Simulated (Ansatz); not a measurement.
One crystal and one scan (frozen-phonon scan) at two levels, PBE (plane waves to 420 eV, PAW, scalar-relativistic; Ansatz, a first-principles code) and r2SCAN (plane waves to 500 eV, PAW, scalar-relativistic; Ansatz), each from its own relaxed cell and on its own mesh.

The crystal is SiC (wurtzite); a phonon pattern at M = (0.5, 0.0, 0.0) is frozen into a 8-atom cell, Q being the largest atomic displacement.

SiC was relaxed with its symmetry unable to fall.

| quantity | run 1 | run 2 |
|---|---|---|
| Lattice constant a (Å) | 3.092 | 3.075 |
| Lattice constant c (Å) | 5.074 | 5.048 |
| Relaxed volume (Å³/atom) | 10.50 | 10.34 |
| Band gap of the relaxed cell, no spin-orbit coupling (eV) | 2.31 | 2.65 |
| Harmonic wavenumber from the curvature (finite differences) (cm⁻¹ (negative: imaginary)) | 337 | 352 |

### Question
Which run is which level?

### Answer
Run 1 is PBE, run 2 is r2SCAN. PBE gives the higher value for: lattice constant a; lattice constant c; relaxed volume. PBE gives the lower value for: band gap of the relaxed cell, no spin-orbit coupling; harmonic wavenumber from the curvature. Both give the same shape of the curve: a single well with its minimum at or next to zero displacement.

(For displaced atoms, the force is minus the slope of the energy, and its curvature is a force constant, which sets phonon frequencies.)
